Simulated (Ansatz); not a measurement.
CaO:
```cif
data_Ca2O2
_chemical_formula_sum 'Ca2 O2'
_space_group_name_H-M_alt 'P63/mmc'
_space_group_IT_number 194
_space_group_name_Hall '-P 6c 2c'
_cell_length_a 3.98124
_cell_length_b 3.98124
_cell_length_c 4.76953
_cell_angle_alpha 90.000
_cell_angle_beta 90.000
_cell_angle_gamma 120.000
loop_
_atom_site_label
_atom_site_type_symbol
_atom_site_symmetry_multiplicity
_atom_site_Wyckoff_symbol
_atom_site_fract_x
_atom_site_fract_y
_atom_site_fract_z
_atom_site_occupancy
Ca1 Ca 2 d 0.66667 0.33333 0.25000 1
O1 O 2 c 0.33333 0.66667 0.25000 1
```

This is the r²SCAN-relaxed structure.

**Question.** All from DFT-r²SCAN in the program Ansatz with PAW potentials, unless another level is named. Give the band gap.

**Answer.** 3.63 eV (direct).

**Question.** Next, the valence-band maximum?

**Answer.** at Γ.

**Question.** And the weight of the conduction-edge state by species (Voronoi cells)?

**Answer.** Ca 51 %, O 49 %.

Space group P6_3/mmc. The first step of the workflow began from a Materials Project structure, measured or hypothetical; the Crystallography Open Database copy checked does not list it. It is not the phase usual at ambient conditions (space group No. 225). The cell was relaxed with r²SCAN under the symmetry of its start; of distortions, only those at the zone centre were tested.

Potentials: the later of the program's two PAW sets.
